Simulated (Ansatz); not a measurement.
# GeSb₂Te₄: pressure against volume

GeSb₂Te₄, I-4m2, a = 6.117 Å, c = 12.132 Å. The structure is a Materials Project entry; whether it is the stable form wasn't checked. Ansatz: PBE, PAW, 420 eV, Γ-centred 8×8×8 mesh on 7 atoms, Gaussian smearing 0.10 eV; no spin polarisation. Shape and atoms are relaxed at each volume; pressure is positive in compression.

```tsv
V (Å³/atom)	P (GPa)
29.504	4.64
30.476	2.83
31.449	1.29
32.422	0.00
33.394	-1.10
34.367	-2.02
35.664	?
```

**Question.** Take V0 = 32.422 Å³/atom, fit the third-order Birch–Murnaghan form to the other rows, and predict the missing pressure.

**Answer.** With the Eulerian strain f = ½[(V0/V)^(2/3) − 1] and y = P/[3f(1 + 2f)^(5/2)], the form is the line y = B0 + 1.5 B0 (B0′ − 4) f. Rows (f, y): 0.03245, 40.7; 0.02106, 40.4; 0.01026, 39.8; -0.00975, 39.5; -0.01905, 39.0. Means f = 0.006994, y = 39.880; Σ(Δf)² = 0.001815, ΣΔfΔy = 0.05721; the slope is their ratio. y = 39.66 + 31.52 f GPa, so B0 = 39.7 GPa and B0′ = 4 + 2 × (31.52)/(3 × 39.66) = 4.53. At V = 35.664, f = -0.03078, y = 38.69 and P = -3.05 GPa. The run gave -3.04 GPa, so the fit is 0.01 GPa too low, within twice the rms miss on the fitted rows (0.005 GPa). The form still works here, 27 % of the fitted range beyond its end.